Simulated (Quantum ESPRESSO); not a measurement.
Au2HfIn3Nb2, one composition in several site orders

A calculation, not a measurement. The program is pw.x of Quantum ESPRESSO 7.5 (plane-wave density functional theory). The cell is made up: eight metal atoms on a hexagonal close-packed lattice, with elements, volume, strain and displacements drawn at random and not relaxed, so it may be unstable or far from any real phase. PseudoDojo standard norm-conserving files set the functional (PBE unless stated); there is no spin polarisation or spin-orbit coupling, the Fermi-Dirac width of 0.25 eV means electrons at about 2900 K, and the masses in the input are unused placeholders. Heavy elements are run without spin-orbit coupling, which real alloys of them have. A spin test at this wide smearing found no moment, but such smearing suppresses magnetism that the real alloy may have.

The runs put one composition on the sites in different orders. Cell, positions, cutoff, mesh and smearing stay as in the input of run 1; sites are counted in its order. Stress in the tables is positive in tension.

Input of run 1:

```
&control calculation='scf', pseudo_dir='./dojo.nc.sr.pbe.v0_5.standard.upf', outdir='./o', disk_io='minimal', tprnfor=.true., tstress=.true. /
&system ibrav=0, nat=8, ntyp=4, nbnd=70, ecutwfc=82.02448710, nosym=.true., tot_charge=0,
 occupations='smearing', smearing='fd', degauss=0.0183746611
/
&electrons conv_thr=1.470e-08, electron_maxstep=70, mixing_beta=0.5 /
ATOMIC_SPECIES
Au 1.0 Au.upf
Hf 1.0 Hf.upf
In 1.0 In.upf
Nb 1.0 Nb.upf
CELL_PARAMETERS angstrom
-0.0613 0.0074 -4.9641
-0.011 5.2772 -0.0077
5.9645 -0.0127 0.0737
ATOMIC_POSITIONS angstrom
Au 0.1041 -0.0659 0.0687
Hf 3.0448 -0.0302 0.0159
Au 1.5207 2.7482 -0.1419
In 4.2834 2.6599 0.0978
Nb 0.0073 1.7548 -2.5414
In 3.0332 1.8586 -2.4767
Nb 1.3108 4.4274 -2.4493
In 4.4066 4.4033 -2.3972
K_POINTS automatic
5 5 4 1 1 1
```

```
run  elements on sites 1 to 8  free energy less that of run 1 (eV)  -TS (eV)  pressure (GPa)  stress xx (GPa)  stress yy (GPa)  stress zz (GPa)  stress yz (GPa)  stress xz (GPa)  stress xy (GPa)  iterations
  1   Au Hf Au In Nb In Nb In                                0.000    -1.421            5.65            -4.47            -5.77            -6.71             0.32             0.73             1.12          14
  2   Au Nb In In Nb In Hf Au                                0.006    -1.469            5.66            -5.08            -6.89            -5.00             1.00             0.97             1.20          13
  3   In In Hf In Nb Nb Au Au                                0.190    -1.429            6.72            -7.63            -9.18            -3.36            -0.36             0.44            -0.30          15
  4   Hf In In Nb Au In Nb Au                                0.236    -1.592            6.33            -6.68            -7.71            -4.59             0.53             0.92             0.22          15
  5   Au In Au In Nb Nb Hf In                               -0.454    -1.263            5.81            -5.84            -5.61            -5.98             0.21             0.88             0.20          15
  6   In In Au Nb Nb In Hf Au                               -0.159    -1.397            5.88            -5.85            -6.84            -4.94             0.13             0.60            -0.70          15
```

Forces Fx Fy Fz (eV/Å):

```
site             run 1             run 2             run 3             run 4             run 5             run 6
   1  -0.14 0.58 -0.22  -0.54 0.61 -0.20  -0.40 1.25 -0.21  -1.57 1.26 -0.23  -0.29 0.72 -0.18  -1.08 1.37 -0.35
   2   -1.45 0.97 0.35   -0.03 0.82 0.17   -0.25 0.98 0.11    0.27 0.56 0.15   -0.94 1.37 0.28    0.35 0.59 0.13
   3  -0.81 -0.44 0.61  -1.41 -0.74 1.05  -1.18 -1.50 0.39  -1.46 -1.06 0.78  -0.74 -0.69 0.56  -0.83 -0.38 0.57
   4  2.05 -0.32 -0.48   2.06 0.11 -0.44  2.29 -0.35 -0.54   2.62 0.44 -0.40  1.82 -0.99 -0.65  2.17 -0.27 -0.51
   5   0.61 -0.41 0.23   0.35 -0.32 0.19    0.08 0.34 0.12  -0.07 -0.14 0.16   -0.06 0.22 0.29   -0.44 0.17 0.30
   6  -1.51 -0.80 0.31  -0.64 -1.19 0.13  -1.18 -0.93 0.37  -0.27 -0.63 0.12  -0.96 -1.17 0.29  -0.68 -0.57 0.37
   7   0.85 0.12 -0.47   0.31 0.37 -0.75  0.71 -0.30 -0.27  0.22 -0.44 -0.54   1.21 0.01 -0.42  0.50 -0.85 -0.39
   8   0.41 0.31 -0.33  -0.09 0.35 -0.14   -0.08 0.50 0.04   0.26 0.02 -0.03  -0.04 0.54 -0.17  0.02 -0.07 -0.13
```

The sites are displaced and not relaxed, so the energy differences mix bonding between neighbours with strain and are not ordering energies. A rerun of one cell of this series at a higher cutoff and on a denser mesh moved values by no more than 0.002 eV in energy, 0.03 GPa in stress and 0.009 eV/Å in force, and a second program with other atomic files agreed on that cell to 2 % rms in force and 0.5 GPa in pressure.